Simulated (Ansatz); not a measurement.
C:
```
C
1.0
    4.80897     0.00000     0.00000
    0.00000     4.80897     0.00000
    0.00000     0.00000     4.80897
C
10
Direct
  0.00000   0.00000   0.00000
  0.50000   0.50000   0.50000
  0.17798   0.17798   0.17798
  0.32202   0.32202   0.32202
  0.17798   0.82202   0.82202
  0.32202   0.67798   0.67798
  0.82202   0.17798   0.82202
  0.67798   0.32202   0.67798
  0.82202   0.82202   0.17798
  0.67798   0.67798   0.32202
```

Relaxed with r²SCAN. The program Ansatz at the r²SCAN level (PAW) gives a gap of 4.53 eV.

Question: What gap does HSE06 give on the same cell (Ansatz, PAW)?

Answer: 5.54 eV, 1.01 eV more. The hybrid was solved on a coarser mesh and at special points; its gap is the smallest among all of these.

```
k  v1 r²SCAN  c1 r²SCAN  v1 HSE06  c1 HSE06
-  ---------  ---------  --------  --------
Γ      -0.57       4.62         ?         ?
R       0.00       4.92         ?         ?
M      -0.67       5.08     -0.69      6.10
X      -0.35       4.77         ?         ?
```

Question: Top valence (v1) and lowest conduction level (c1) in eV from each method's valence maximum (which need not be a listed point): supply the withheld HSE06 values.

Answer: 
- Γ, v1 HSE06: -0.55
- Γ, c1 HSE06: 5.58
- R, v1 HSE06: 0.00
- R, c1 HSE06: 5.93
- X, v1 HSE06: -0.36
- X, c1 HSE06: 5.79

Cost on shared cores: the r²SCAN run (SCF on a 6×6×6 mesh, then bands and DOS) roughly 50 core-seconds, the HSE06 run (SCF on 4×4×4, then a few points) roughly 4 core-minutes; the tasks are unlike.

Space group Pn-3m. The start of the workflow was typed in or built on a structure type; neither database checked (COD, Materials Project) lists it. It is not the phase usual at ambient conditions (space group No. 194, 227). The r²SCAN relaxation kept the symmetry of its start; its stability against distortions is not shown here.

Potentials: the later of the program's two PAW sets.
